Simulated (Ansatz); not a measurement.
MgH2:
Space group P4₂/mnm (No. 136); a = b = 4.5174 Å, c = 3.0126 Å, α = β = γ = 90.00°

```
atom  site  symmetry       x       y       z
----  ----  --------  ------  ------  ------
Mg      2a      m.mm  0.0000  0.0000  0.0000
H       4f      m.2m  0.3044  0.3044  0.0000
```

Relaxed with PBE.

**Question.** Give the optical modes at the zone centre with their infrared and Raman activity from DFPT, PBE (plane waves, PAW; program Ansatz).

**Answer.** Transverse frequencies, without the LO–TO term; a row sums one degenerate level.

```tsv
ω (cm⁻¹)	degeneracy	IR ((D/Å)²/amu)	Raman (Å⁴/amu)	activity	symmetry
183	1	0.00	0	silent	B1u
290	1	0.00	1.1	Raman	B1g
297	2	0.26	0	IR	Eu
519	2	97.37	0	IR	Eu
784	1	0.00	0	silent	A2g
851	1	95.97	0	IR	A2u
963	2	0.00	59	Raman	Eg
1108	1	0.00	0	silent	B1u
1174	2	86.08	0	IR	Eu
1274	1	0.00	21	Raman	A1g
1463	1	0.00	13	Raman	B2g
```

**Question.** How high does the top mode go among those that the LO–TO term moves?

**Answer.** 1376 cm⁻¹ for q along x, 1376 cm⁻¹ for q along y, 1248 cm⁻¹ for q along z.

Space group P4_2/mnm (rutile). The PBE relaxation kept the symmetry of its start; phonons on a q-mesh show no instability.

Potentials: the later of the program's two PAW sets.
